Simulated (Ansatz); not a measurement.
Te (trigonal Se type), relaxed and computed with several functionals in Ansatz (plane waves, PAW).

| functional | a (Å) | c (Å) | V (Å³/atom) | gap (eV) | B₀ by P(V) fit (GPa) | K_Hill (GPa) | G_Hill (GPa) | Θ_D (K) |
|---|---|---|---|---|---|---|---|---|
| PBE | 4.525 | 5.951 | 35.17 | 0.21 | 17.2 | 20.2 | 14.4 | 155 |
| r²SCAN | 4.625 | 5.903 | 36.45 | 0.55 | 12.6 | 15.9 | 10.9 | 136 |
| r²SCAN+D4 | 4.517 | 5.923 | 34.90 | 0.41 | 17.2 | 20.5 | 14.2 | 154 |

Weakly bound layers, chains or molecules computed without a dispersion correction, so cells and soft constants are ill determined: Te, trigonal Se type with PBE; Te, trigonal Se type with r²SCAN. All cells were relaxed under the symmetry of their starts (and spin orders); stability against distortions was not tested throughout. Scalar-relativistic: spin–orbit coupling is off unless named, which matters more the heavier the elements.

Potentials: the later of the program's two PAW sets.

Ansatz (an electronic-structure program) is a plane-wave DFT program.
